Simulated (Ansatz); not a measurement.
An Ansatz input and the part of its output that reports the observables at the nuclei.

The cell is a diffraction structure from the COD, relaxed with PBE at fixed cell and then changed (volume scaled by 0.96, ions relaxed).

```yaml
crystal:
  lattice:
    - [3.7472612742, 0.0, 0.0]
    - [0.0, 3.7472612742, 0.0]
    - [0.0, 0.0, 4.7753757638]
  atoms:
    - { symbol: Sn, position: [0.5, 0.0, 0.2422836718] }
    - { symbol: Sn, position: [0.0, 0.5, 0.7577163282] }
    - { symbol: O, position: [0.0, 0.0, 0.0] }
    - { symbol: O, position: [0.5, 0.5, 0.0] }
kpoints:
  mp_grid: { grid: [12, 12, 10] }
scf:
  occupations: { method: fermi_dirac, width: 0.05 }
hamiltonian:
  xc: pbe
  pseudopotentials: { kind: paw }
output:
  forces: true
  stress: true
  populations: true
  efg:
    quadrupole_moments_barn: { Sn: -0.132, O: -0.02558 }
    contact_densities: true
relax:
  f_tol: 0.02
  max_steps: 60
```

The quadrupole moment typed for Sn is that of the 23.9 keV Mössbauer state of ¹¹⁹Sn; the ground state has I = 1/2 and no quadrupole moment.

```sh
ansatz run input.yaml --threads 1 --pin off --max-ram 3072MiB --backend cpu --events-out ev --progress --plain --runs-dir out
```

The run relaxes the ions first, and the block belongs to the relaxed positions.

Of the output, the block on the nuclei alone is shown; the set-up, the SCF iterations, energies, forces and stress are cut. One atom of each set with nearly equal values is shown.

```
--- PAW observables at the nuclei: V_zz in 10²¹ V/m², potentials from the cell's mean, atoms counted from 1 ---
  atom   1  Sn V_zz =   -18.275388   η = 0.0000   by run symmetry: allowed   C_q = +58.3304 MHz
            electrostatic potential = -8173.857615 V   contact ρ = 1236413.960016 e/Å³
  atom   3  O  V_zz =    +1.444063   η = 0.0000   by run symmetry: allowed   C_q = -0.8932 MHz
            electrostatic potential = -626.430083 V   contact ρ = 2159.171795 e/Å³
```

The relaxation (4 steps) took 27 s of wall time (27 s of CPU time) and 0.6 GiB at its peak, on 1 thread of Intel Xeon 6975P-C (Granite Rapids) (x86_64; 16 cores open to the job, memory cap 3.0 GiB, no GPU), a shared host with a load of 0.6 a core.

The run finds no gap above 0.1 eV (a metal, or nearly one), so the gradients can move by 10 % or more with the k-mesh. Without spin–orbit coupling (the program notes it for Sn) the gradients can shift somewhat, as the gap is small. Semilocal functionals make gaps too small and can close them, so the real compound need not be a metal. At this changed cell the PBE pressure is 5 GPa.
